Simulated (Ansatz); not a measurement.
BAs in space group P6_222 (No. 180; B on 3d, As on 3c), the program Ansatz at the PBE level (PAW). The conduction-band minimum lies at M, with 3 equivalent valleys. Second derivatives d²E/dk² of the lowest band at one valley (eV·Å²), along Cartesian directions:

```csv
direction,d²E/dk²
[100],21.54
[010],23.11
[001],36.81
[110],22.33
[101],29.23
[011],29.75
```

**Question.** Find the principal effective masses, the density-of-states mass and the conductivity mass.

**Answer.** Off-diagonal terms follow from H_xy = H[110] − (H_xx + H_yy)/2, and m*/mₑ = 7.620 eV·Å² over each eigenvalue: 0.21, 0.33, 0.35. One valley's DOS mass (m₁m₂m₃)^(1/3) = 0.29, conductivity mass 3/(Σ 1/mᵢ) = 0.28 mₑ.

**Question.** What effective density of states Nc follows at 300 K for parabolic valleys?

**Answer.** Nc = 2.509e19 × 3 × (0.29)^(3/2) ≈ 1.2e19 cm⁻³.

The start of the workflow was typed in or built on a structure type; neither database checked (COD, Materials Project) lists it. It is not the phase usual at ambient conditions (space group No. 216). The PBE relaxation kept the symmetry of its start; whether a distortion lowers the energy is not shown. Its formation energy is positive at this level, so the cell may be metastable or incomplete. Spin–orbit coupling is left out wherever it is not named.

Potentials: the earlier of the program's two PAW sets.

Edges and masses are those of Kohn–Sham bands, whose gap is no quasiparticle gap.
